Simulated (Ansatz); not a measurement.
Theory: DFT PBE, scalar-relativistic, plane waves, PAW (Ansatz 0.2.0). All cells share a 420 eV cutoff and Γ-centred k meshes spaced at most about 0.3 Å⁻¹ (about 0.25 or finer for metals, 2π included). Collinear spin in cells that started with moments and kept them past the coarse steps, no spin elsewhere.

These are static total energies at zero pressure. All come from trial cells, and lower structures may exist.

Question: Order these relaxed structures of InRu₃ by energy, lowest first, with the energy over the lowest of them.
A.

```cif
data_structure
_symmetry_space_group_name_H-M 'R-3c:H'
_symmetry_Int_Tables_number 167
_cell_length_a 7.4624
_cell_length_b 7.4624
_cell_length_c 7.9130
_cell_angle_alpha 90.000
_cell_angle_beta 90.000
_cell_angle_gamma 120.000
_cell_volume 381.62
loop_
_atom_site_label
_atom_site_type_symbol
_atom_site_symmetry_multiplicity
_atom_site_Wyckoff_symbol
_atom_site_fract_x
_atom_site_fract_y
_atom_site_fract_z
_atom_site_occupancy
In1 In 6 b 0.00000 0.00000 0.00000 1
Ru1 Ru 18 e 0.96139 0.33333 0.58333 1
```

B.

```cif
data_structure
_symmetry_space_group_name_H-M 'Pm-3n'
_symmetry_Int_Tables_number 223
_cell_length_a 5.0039
_cell_length_b 5.0039
_cell_length_c 5.0039
_cell_angle_alpha 90.000
_cell_angle_beta 90.000
_cell_angle_gamma 90.000
_cell_volume 125.29
loop_
_atom_site_label
_atom_site_type_symbol
_atom_site_symmetry_multiplicity
_atom_site_Wyckoff_symbol
_atom_site_fract_x
_atom_site_fract_y
_atom_site_fract_z
_atom_site_occupancy
In1 In 2 a 0.00000 0.00000 0.00000 1
Ru1 Ru 6 c 0.25000 0.00000 0.50000 1
```

C.

```cif
data_structure
_symmetry_space_group_name_H-M 'Fm-3m'
_symmetry_Int_Tables_number 225
_cell_length_a 6.2921
_cell_length_b 6.2921
_cell_length_c 6.2921
_cell_angle_alpha 90.000
_cell_angle_beta 90.000
_cell_angle_gamma 90.000
_cell_volume 249.11
loop_
_atom_site_label
_atom_site_type_symbol
_atom_site_symmetry_multiplicity
_atom_site_Wyckoff_symbol
_atom_site_fract_x
_atom_site_fract_y
_atom_site_fract_z
_atom_site_occupancy
In1 In 4 a 0.00000 0.00000 0.00000 1
Ru1 Ru 8 c 0.25000 0.75000 0.75000 1
Ru2 Ru 4 b 0.50000 0.00000 0.00000 1
```

Answer: C (0 meV/atom), A (15 meV/atom), B (75 meV/atom). Forms: C BiF3 (D0_3) type, Fm-3m, moments up to 1.1 μB; A R-3c, no spin; B A15 type, Pm-3n, no spin. Counting all near atoms (those within 1.25 times the shortest distance at each site; a plus sign parts nearer from farther groups): C has In 8+6, Ru 8+6; A has In 12, Ru 12; B has In 12, Ru 2+12. Even the lowest lies +0.39 eV/atom against the elements.

The k mesh leaves some 4 meV/atom of noise in the energy of each metallic cell. Another magnetic order may lie lower. Cells relaxed within their symmetry can be saddle points. Some candidate types were left out of the draw beforehand, so a known form may be missing.
